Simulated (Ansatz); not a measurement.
The relaxed structure here is a generated cell of InAgTe2: the first start was made by a random draw of sites in a space group, and the end was not matched to a known phase here, so it may be hypothetical.

A relaxed structure of InAgTe2. Space group P4₂/mmc (No. 131). Level of theory: PBE (plane waves to 420 eV, PAW, scalar-relativistic; Ansatz, a first-principles code).

```cif
data_Ag2In2Te4
_chemical_formula_sum 'Ag2 In2 Te4'
_space_group_name_H-M_alt 'P42/mmc'
_space_group_IT_number 131
_space_group_name_Hall '-P 4c 2'
_cell_length_a 4.43758
_cell_length_b 4.43758
_cell_length_c 14.63764
_cell_angle_alpha 90.000
_cell_angle_beta 90.000
_cell_angle_gamma 90.000
loop_
_atom_site_label
_atom_site_type_symbol
_atom_site_symmetry_multiplicity
_atom_site_Wyckoff_symbol
_atom_site_fract_x
_atom_site_fract_y
_atom_site_fract_z
_atom_site_occupancy
Ag1 Ag 2 f 0.50000 0.50000 0.25000 1
In1 In 2 a 0.00000 0.00000 0.00000 1
Te1 Te 4 i 0.50000 0.00000 0.13563 1
```

- Volume per atom: 36.03 Å³
- Band gap: zero (metallic)
- Shortest distances: Ag–Te 2.78 Å; In–Te 2.98 Å
- k-mesh: 11×11×4

Band energies at high-symmetry points (eV from the Fermi level; labels of this space group; no spin-orbit coupling), from −5 eV up to 3.8 eV:

```csv
point,energies
Γ,-4.38 -4.38 -4.35 -4.35 -4.28 -4.13 -3.82 -3.72 -3.72 -3.26 -2.64 -2.10 -2.10 -1.17 -1.17 -0.91 -0.71 -0.71 -0.36 0.11 0.11 0.63 2.31 3.04 3.07 3.38 3.38 3.39
X,-4.58 -4.31 -4.30 -4.25 -4.23 -4.10 -3.90 -3.87 -3.70 -3.67 -3.47 -3.33 -3.32 -2.29 -1.62 -1.33 -0.46 -0.45 -0.38 -0.32 -0.11 0.65 0.94 2.99 3.20 3.45
M,-4.39 -4.27 -4.20 -4.20 -4.19 -4.07 -4.04 -3.87 -3.76 -3.76 -3.17 -3.10 -2.94 -2.67 -2.67 -2.62 -2.15 -1.83 -1.08 -1.08 0.19 0.19 0.51 1.06 2.76
Z,-4.37 -4.37 -4.36 -4.36 -4.20 -4.20 -3.72 -3.72 -3.68 -3.68 -2.08 -2.08 -1.79 -1.79 -1.33 -1.33 -0.33 -0.33 -0.17 -0.17 0.27 0.27 2.59 2.59 3.35 3.35 3.66 3.66
R,-4.58 -4.35 -4.31 -4.30 -3.99 -3.96 -3.90 -3.87 -3.84 -3.79 -3.66 -3.66 -2.72 -1.93 -1.83 -1.62 -0.99 -0.46 -0.32 -0.11 0.22 0.57 1.12 3.00 3.05 3.40
A,-4.23 -4.23 -4.20 -4.20 -4.15 -4.15 -4.05 -4.05 -3.76 -3.76 -3.14 -3.14 -2.75 -2.75 -2.66 -2.66 -1.99 -1.99 -1.12 -1.12 0.27 0.27 0.75 0.75 3.32 3.32 3.36 3.36
```

No spin polarisation in the result.

The run could not lose the symmetry of its start: the end is stationary, and may be a saddle point rather than a minimum.
